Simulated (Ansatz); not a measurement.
SnSe₂: zone-centre modes

Level of theory: DFT PBE+D3(BJ), scalar-relativistic, plane waves, PAW in Ansatz. The runs took a 420 eV cutoff, a Γ-centred 12×12×6 mesh and Gaussian smearing (0.05 eV). No spin polarisation.

Zero of the scan (as given, not relaxed at this level):

```
CELL_PARAMETERS angstrom
3.81100 0.00000 0.00000
-1.90550 3.30042 0.00000
0.00000 0.00000 6.13700
ATOMIC_POSITIONS crystal
Sn 0.00000 0.00000 0.00000
Se 0.33333 0.66667 0.25000
Se 0.66667 0.33333 0.75000
```

Harmonic modes by finite displacements of 0.02 Å, without the LO–TO term.

**Question.** At this geometry, is the structure stable against these modes?

**Answer.** Yes: no mode is imaginary beyond 10 cm⁻¹, and only the three translations lie near zero.

**Question.** List the wavenumbers in cm⁻¹.

**Answer.** 0, 0, 0, 131, 131, 163, 163, 193, 255.

Cost: 1 run of about 2.6 core-minutes, on Intel Xeon Platinum 8259CL (Skylake/Cascade Lake) (shared hosts).